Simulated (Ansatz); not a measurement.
CdSe:
```xyz
4
Lattice="4.3829 0.0000 0.0000 -2.1915 3.7957 0.0000 0.0000 0.0000 7.1537" Properties=species:S:1:pos:R:3 pbc="T T T"
Cd     2.1915     1.2652     0.0034
Cd     0.0000     2.5305     3.5803
Se     2.1915     1.2652     4.4691
Se     0.0000     2.5305     0.8922
```

Relaxed with PBE. Special points in fractions of this cell's reciprocal vectors: Γ (0.000, 0.000, 0.000); M (0.500, 0.000, 0.000); K (0.333, 0.333, 0.000); A (0.000, 0.000, 0.500); L (0.500, 0.000, 0.500); H (0.333, 0.333, 0.500).

Q: List the band energies nearest the valence-band maximum at these points for PBE (plane waves, PAW; program Ansatz).

A: In eV from the valence-band maximum; about four levels below and three above (degenerate sets whole), none deeper than 8.9 eV; points with the same levels are listed once.

| k | below | above |
|---|---|---|
| Γ | -0.69 -0.69 -0.04 0.00 0.00 | 0.54 2.15 5.86 5.86 |
| M | -2.42 -1.67 -1.20 -0.68 | 3.09 3.34 4.79 |
| K | -2.76 -1.70 -1.70 -1.52 | 4.34 4.55 4.55 |
| A | -0.36 -0.36 -0.36 -0.36 | 2.26 2.26 5.76 5.76 |
| L | -1.23 -1.23 -1.21 -1.21 | 2.90 2.90 4.84 4.84 |
| H | -2.20 -2.20 -1.01 -1.01 | 3.66 3.66 5.81 5.81 |

Space group P6_3mc (wurtzite). The cell was relaxed with PBE under the symmetry of its start; phonons on a q-mesh show no instability. Scalar-relativistic: spin–orbit coupling is off unless named, which matters more the heavier the elements.

Potentials: the later of the program's two PAW sets.
